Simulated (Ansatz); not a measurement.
Relaxation of a generated trial cell of TaN in the AFLOW prototype AB_tI16_140_ab_h (B37, as in TlSe); 8 atoms in the cell, which starts as I4/mcm (No. 140), tI16; a = b = 6.0662 Å, c = 5.2957 Å, α = β = γ = 90.00°. Method: PBEsol (plane waves to 420 eV, PAW, scalar-relativistic; Ansatz, a program for electronic structure). Γ-centred k-mesh 6×6×6 on the run's cell (coarser than for final values), Fermi–Dirac smearing 0.05 eV. This is the first round of the run. 

The optimiser's lines from the output (shortened; P is positive under compression):

```
relax step   1: F+E_penalty+E_count = -40739.48261222 eV  Δ(F+E_penalty+E_count) = +0.000e0 eV  max|allowed force component| = 4.698e-1 eV/Å  Δτ_max = 0.0000 Å  P = -13.637 GPa  Ω = 97.437 Å³  (7 SCF iters, dr2 threshold 1.00e-7 eV, accepted)
relax step   2: F+E_penalty+E_count = -40741.32476352 eV  Δ(F+E_penalty+E_count) = -1.842e0 eV  max|allowed force component| = 6.550e-1 eV/Å  Δτ_max = 0.0428 Å  P = -5.698 GPa  Ω = 90.834 Å³  (7 SCF iters, dr2 threshold 8.00e-7 eV, accepted)
relax step   3: F+E_penalty+E_count = -40742.10599826 eV  Δ(F+E_penalty+E_count) = -7.812e-1 eV  max|allowed force component| = 9.038e-1 eV/Å  Δτ_max = 0.0659 Å  P = +6.524 GPa  Ω = 84.868 Å³  (7 SCF iters, dr2 threshold 8.00e-7 eV, accepted)
relax step   4: F+E_penalty+E_count = -40742.54130421 eV  Δ(F+E_penalty+E_count) = -4.353e-1 eV  max|allowed force component| = 7.822e-1 eV/Å  Δτ_max = 0.1245 Å  P = -10.350 GPa  Ω = 87.084 Å³  (7 SCF iters, dr2 threshold 8.00e-7 eV, accepted)
relax step   5: F+E_penalty+E_count = -40743.71248796 eV  Δ(F+E_penalty+E_count) = -1.171e0 eV  max|allowed force component| = 5.951e-1 eV/Å  Δτ_max = 0.1960 Å  P = -8.942 GPa  Ω = 83.880 Å³  (6 SCF iters, dr2 threshold 8.00e-7 eV, accepted)
relax step   6: F+E_penalty+E_count = -40744.08463187 eV  Δ(F+E_penalty+E_count) = -3.721e-1 eV  max|allowed force component| = 5.543e-2 eV/Å  Δτ_max = 0.1951 Å  P = +5.525 GPa  Ω = 79.728 Å³  (7 SCF iters, dr2 threshold 8.00e-7 eV, accepted)
relax step   7: F+E_penalty+E_count = -40744.17230588 eV  Δ(F+E_penalty+E_count) = -8.767e-2 eV  max|allowed force component| = 5.999e-4 eV/Å  Δτ_max = 0.0154 Å  P = -0.081 GPa  Ω = 80.969 Å³  (5 SCF iters, dr2 threshold 8.00e-7 eV, accepted)
relax step   8: F+E_penalty+E_count = -40744.17237699 eV  Δ(F+E_penalty+E_count) = -7.111e-5 eV  max|allowed force component| = 5.054e-5 eV/Å  Δτ_max = 0.0001 Å  P = -0.001 GPa  Ω = 80.950 Å³  (3 SCF iters, dr2 threshold 4.99e-8 eV, accepted)
relax step   9: F+E_penalty+E_count = -40744.15904994 eV  Δ(F+E_penalty+E_count) = +1.333e-2 eV  max|allowed force component| = 4.745e-5 eV/Å  Δτ_max = 0.0000 Å  P = -0.351 GPa  Ω = 80.950 Å³  stress off target by 4.50e-1 GPa  SCF on the basis re-selected at this cell (its energy is not comparable with the rows above)  (6 SCF iters)
relax step  10: F+E_penalty+E_count = -40744.15940716 eV  Δ(F+E_penalty+E_count) = -3.572e-4 eV  max|allowed force component| = 4.526e-4 eV/Å  Δτ_max = 0.0001 Å  P = -0.001 GPa  Ω = 80.866 Å³  (3 SCF iters, dr2 threshold 5.06e-7 eV, accepted)
relax step  11: F+E_penalty+E_count = -40744.15923508 eV  Δ(F+E_penalty+E_count) = +1.721e-4 eV  max|allowed force component| = 4.538e-4 eV/Å  Δτ_max = 0.0000 Å  P = -0.004 GPa  Ω = 80.866 Å³  stress off target by 3.93e-3 GPa  SCF on the basis re-selected at this cell (its energy is not comparable with the rows above)  (6 SCF iters)
```

From the first to the last row the energy changes by -0.58 eV/atom and the volume by -17.0 %. The last row is marked as not comparable with the walk above it, whose basis was carried along; it does compare with step 1, since both stand on a basis selected at the nominal cutoff for their own cell.

Later rounds, restarted from the end of this one on a renewed k-mesh, logged 4 more steps. The final structure after all rounds: Pm-3m (No. 221), cP2, CsCl type; a = b = c = 2.722 Å, α = β = γ = 90.00°. Between re-selections the logged energies stand on a plane-wave basis carried along with the cell. No spin polarisation in the result.

The run could not lose the symmetry of its start, so the end can be a saddle point.

The relaxed structure here is a generated cell of TaN: the first start was made by placing the elements on the sites of a structure type, and the end was not matched to a known phase here, so it may be hypothetical. Known forms of TaN include space group No. 225.
